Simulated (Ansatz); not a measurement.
SiNi in space group Pnma (No. 62; Si on 4c, Ni on 4c) at seven volumes, PBEsol in the plane-wave PAW code Ansatz, shape and atoms relaxed at each. One row is withheld.

```tsv
V (Å³/atom)	P (GPa)
10.741	20.50
11.095	?
11.449	5.98
11.803	0.01
12.157	-5.07
12.511	-9.35
12.865	-12.94
```

### Question
Fit the shown pressures and predict the withheld one.

### Answer
P = (3/2)B₀(x^(7/2) − x^(5/2))[1 + (3/4)(B′ − 4)(x − 1)] with x = (V₀/V)^(2/3). Least squares on the six rows gives V₀ = 11.805 Å³/atom, B₀ = 180 GPa, B′ = 4.01. At V = 11.095, x = 1.0422 and P = 12.64 GPa. The run itself gave 12.91 GPa.

Symmetry was held in the PBEsol relaxation; of distortions, only those at the zone centre were tested. The run is not spin-polarised.

Potentials: the later of the program's two PAW sets.
